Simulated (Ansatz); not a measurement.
input.yaml

```yaml
crystal:
  lattice:
    - [-2.2813607926, 2.2813607926, 5.8347802248]
    - [2.2813607926, -2.2813607926, 5.8347802248]
    - [2.2813607926, 2.2813607926, -5.8347802248]
  atoms:
    - { symbol: Ba, position: [0.0, 0.0, 0.0] }
    - { symbol: In, position: [0.75, 0.25, 0.5] }
    - { symbol: In, position: [0.25, 0.75, 0.5] }
    - { symbol: Pt, position: [0.3840625382, 0.3840625382, 0.0] }
    - { symbol: Pt, position: [0.6159374618, 0.6159374618, 0.0] }
basis:
  ecutwfc: 500
kpoints:
  mp_grid: { grid: [12, 12, 12] }
  band_path:
    path:
      - [[0.0, 0.0, 0.0], [0.0, 0.0, 0.5], [0.25, 0.25, 0.25], [0.0, 0.5, 0.0], [0.0, 0.0, 0.0], [0.5, 0.5, -0.5], [0.28821897, 0.71178103, -0.28821897]]
      - [[-0.28821897, 0.28821897, 0.28821897], [0.0, 0.0, 0.0]]
      - [[0.0, 0.0, 0.5], [-0.07643794, 0.07643794, 0.5]]
      - [[0.5, 0.5, -0.07643794], [0.5, 0.5, -0.5]]
    npoints: 14
hamiltonian:
  xc: r2scan
scf:
  occupations: { method: gaussian, width: 0.1 }
  n_extra_bands: 12
output:
  forces: true
  stress: true
  eigenvalues: true
  populations: true
  dos: { projected: true, de: 0.02, nscf_kmesh: { grid: [18, 18, 18] } }
  bader: true
  write_density: true
  write_potential: true
  elf: true
  volumetric_format: npy
```

Run as
```bash
ansatz run input.yaml --threads 1 --pin off --max-ram 2560MiB --backend cpu --events-out ev --progress --plain --runs-dir out
```

Computed with DFT r2SCAN, scalar-relativistic, plane waves, PAW in Ansatz 0.2.0.

From the run's log, abridged:

```
scf.n_extra_bands = 12 over 36 filled bands (N_el = 72.0): the run solves 48 bands
Pseudopotentials: kind: paw
Pseudopotential: Ba, paw, valence charge 10, recommended cutoff 500 eV (meta_gga)
Pseudopotential: In, paw, valence charge 13, recommended cutoff 500 eV (meta_gga)
Pseudopotential: Pt, paw, valence charge 18, recommended cutoff 500 eV (meta_gga)
Functional definition: r2SCAN
Crystal: 5 atoms, lattice volume = 121.471 Å³
Basis set: ecut = 500 eV, 3113 PW (Γ), exchange–correlation on 200×200×200 points (64 copies of the dense FFT grid, shifted against one another)
Bands: 48, of which v1, the nominal top of the filled ones, is band 36 counted from 1 (35 counted from 0)
Symmetry: 16 space group operations
Space group: I4/mmm (ITA 139), of the structure as read, at distance tolerance 5.0e-5 Å
k-points: 163 of 1728
Initial density: superposition of atomic densities (neutral atoms: chi_scale 0, normalization atom), corrected by the library's trained network
Initial wavefunctions: pseudopotential atomic-orbital guess
Functional: x = r2scan, c = r2scan; τ floored in thin density (d = 2e-4 eV/Å³)
SCF iter   1: F=—  HF=-42265.597871 eV  |F-HF|=—  |Δ(HF+E_count)|=         —  Δρ=1.26e-2  dr2=3.23e-1  dr2_τ=4.72e-2  ethr=1.77e-3  ⟨swp⟩=8.6  Hψ=36153  notcnv=0  defer=332
SCF iter   2: F=—  HF=-42265.627110 eV  |F-HF|=—  |Δ(HF+E_count)|=   2.92e-2  Δρ=4.07e-3  dr2=2.39e-2  dr2_τ=1.06e-2  ethr=4.48e-4  ⟨swp⟩=2.2  Hψ=11340  notcnv=0  defer=878
SCF iter   3: F=—  HF=-42265.628266 eV  |F-HF|=—  |Δ(HF+E_count)|=   1.16e-3  Δρ=2.08e-3  dr2=9.22e-3  dr2_τ=1.51e-4  ethr=3.32e-5  ⟨swp⟩=1.6  Hψ=8589  notcnv=0  defer=878
SCF iter   4: F=—  HF=-42265.626883 eV  |F-HF|=—  |Δ(HF+E_count)|=   1.38e-3  Δρ=5.50e-4  dr2=1.16e-3  dr2_τ=2.26e-5  ethr=1.28e-5  ⟨swp⟩=2.1  Hψ=10008  notcnv=0  defer=878
SCF iter   5: F=—  HF=-42265.626714 eV  |F-HF|=—  |Δ(HF+E_count)|=   1.69e-4  Δρ=2.26e-4  dr2=1.50e-4  dr2_τ=4.15e-6  ethr=1.61e-6  ⟨swp⟩=2.0  Hψ=10956  notcnv=0  defer=878
SCF iter   6: F=—  HF=-42265.626691 eV  |F-HF|=—  |Δ(HF+E_count)|=   2.31e-5  Δρ=5.62e-5  dr2=6.42e-6  dr2_τ=3.81e-7  ethr=2.08e-7  ⟨swp⟩=2.0  Hψ=12024  notcnv=0  defer=878
SCF iter   7: F=—  HF=-42265.626798 eV  |F-HF|=—  |Δ(HF+E_count)|=   1.07e-4  Δρ=1.90e-5  dr2=9.45e-7  dr2_τ=4.06e-8  ethr=8.92e-9  ⟨swp⟩=2.0  Hψ=11187  notcnv=0  defer=878
SCF iter   8: F=-42265.626798 eV  HF=-42265.626798 eV  |F-HF|=1.64e-9  |Δ(HF+E_count)|=   3.45e-8  Δρ=4.80e-6  dr2=3.30e-8  dr2_τ=3.49e-9  ethr=1.39e-10  ⟨swp⟩=15.4  Hψ=67714  notcnv=0
SCF 1 converged in 8 iterations: F = -42265.626798 eV  dr2 = 3.30e-8
SCF converged after 8 iterations
Free energy (F): -42265.626798 eV
Harris-Foulkes:  -42265.626798 eV  (|F-HF|=1.64e-9)
Internal energy: -42265.614186 eV  (E = F + TS)
E sigma→0 (E₀):  -42265.620492 eV
Entropy (-TS):   -0.012612 eV (-2.522 meV/atom)
Fermi energy:    13.121562 eV
--- Per-component energies (eV) ---
  E_band       = -633.101647
  E_kinetic    = 1935.789169
  E_local      = -7381.484806  (includes V_loc(G=0)·N_el)
  E_nonlocal   = 1194.875954
  E_hartree    = 2925.453263
  E_xc         = -1061.874821
  E_vxc        = -1041.273103  (∫ρ·V_xc dr)
  E_paw        = -32580.838378  (= ΣΔE_a)
  E_vpaw       = -1258.448893  (= ΣTr[D̂ρ^β])
  E_aug_tail   = 0.000308  (compensation charges beyond the density's cutoff)
  E_vtau       = 66.541692  (kinetic-family band-sum trace: ∫τ·v_τ [+ j·A + Jᵃ·Aᵃ] dr)
  E_ewald      = -7299.073392
  E_core_change = 1.538519  (= ΣΔE_core)
  E_smearing   = -0.012612  (= −TS)
--- Forces (eV/Å), atoms counted from 1 ---
  atom   1  Ba     0.00000000     0.00000000     0.00000000
  atom   2  In     0.00000000     0.00000000     0.00000000
  atom   3  In     0.00000000     0.00000000     0.00000000
  atom   4  Pt     0.00000000     0.00000000     0.00250346
  atom   5  Pt     0.00000000     0.00000000    -0.00250346
--- Stress (GPa, compression-positive) ---
       -0.002218       0.000000       0.000000
        0.000000      -0.002218       0.000000
        0.000000       0.000000       0.008725
  P = ⅓ Tr σ = 0.0014 GPa (0.014 kbar)
--- Band table (eV; the first three rows and the last of 163) ---
  k-point 0: bands = ["-86.9323", "-86.9233", "-40.6653", "-40.5689", "-40.5689", "-40.5524", "-40.5524", "-40.4913", "-15.4189", "-2.2115", "-2.1320", "-2.0226", "-2.0099", "-2.0099", "-1.8245", "-1.8245", "-1.7579", "-1.7419", "-1.5369", "-0.4860", "-0.1481", "-0.1481", "3.9805", "8.6754", "9.1309", "9.2109", "9.2504", "9.5926", "9.5926", "9.7282", "9.7282", "10.0468", "10.4687", "11.0900", "12.4557", "13.8554", "13.8554", "14.7929", "15.8268", "17.3647", "17.3647", "17.5692", "18.5468", "18.8770", "19.3064", "19.3064", "19.8138", "19.8138"]
  k-point 1: bands = ["-86.9323", "-86.9233", "-40.6652", "-40.5690", "-40.5689", "-40.5524", "-40.5524", "-40.4913", "-15.4171", "-2.1926", "-2.1172", "-2.0177", "-2.0068", "-1.9979", "-1.8432", "-1.8251", "-1.7649", "-1.7525", "-1.5621", "-0.4730", "-0.1750", "-0.1650", "4.1090", "8.4450", "9.1883", "9.1995", "9.2302", "9.5563", "9.6325", "9.7291", "9.7739", "10.0629", "10.4801", "11.2984", "12.2973", "13.5105", "14.1036", "15.3508", "15.5029", "16.3706", "17.5995", "17.6302", "18.2603", "19.1607", "19.3175", "19.4066", "19.6276", "19.8340"]
  k-point 2: bands = ["-86.9323", "-86.9233", "-40.6651", "-40.5691", "-40.5690", "-40.5525", "-40.5524", "-40.4913", "-15.4123", "-2.1499", "-2.0762", "-2.0225", "-1.9712", "-1.9649", "-1.8923", "-1.8282", "-1.7920", "-1.7815", "-1.6210", "-0.4418", "-0.2370", "-0.2105", "4.4700", "8.0377", "9.0753", "9.1498", "9.3917", "9.5268", "9.5698", "9.7302", "10.0566", "10.0937", "10.5264", "11.6585", "12.0032", "13.0484", "14.4241", "14.8821", "14.9175", "16.3873", "17.6842", "17.8004", "17.9593", "19.0165", "19.3772", "19.7331", "19.7621", "19.9381"]
  k-point 162: bands = ["-86.9323", "-86.9233", "-40.6648", "-40.5690", "-40.5690", "-40.5523", "-40.5523", "-40.4918", "-15.4182", "-2.2112", "-2.1240", "-2.0262", "-1.9972", "-1.9972", "-1.8289", "-1.8289", "-1.7606", "-1.7418", "-1.5369", "-0.5984", "-0.1642", "-0.1642", "4.7255", "7.7316", "8.2675", "8.9372", "8.9394", "8.9394", "9.7179", "10.0463", "10.4624", "10.9599", "10.9599", "11.0445", "13.3078", "13.3078", "14.6983", "14.9141", "16.0960", "16.0960", "16.2325", "16.6449", "18.4824", "18.6329", "18.8722", "20.2293", "20.2293", "20.6985"]
--- Löwdin populations: 5 sites ---
  site symbol q [e]
     0     Ba      8.3689
     1     In     13.3962
     2     In     13.3962
     3     Pt     18.1698
     4     Pt     18.1698
  spilling = 0.006931 (of n_electrons = 72.000000)
--- Bader charges: 5 sites ---
  site symbol charge [e]  shift [e]
     0     Ba      1.3267     0.0000
     1     In      0.5261     0.0012
     2     In      0.5261     0.0012
     3     Pt     -1.1895     0.0012
     4     Pt     -1.1894     0.0012
  estimated error of the sums over rays = 9.1e-4 e
```

Self-consistency was reached.

Time: 3.4 min on 1 thread of Intel(R) Xeon(R) 6975P-C (Granite Rapids), on a shared host, peak memory 2.4 GiB.

Spin-orbit coupling is left out, which matters for the bands of heavy elements.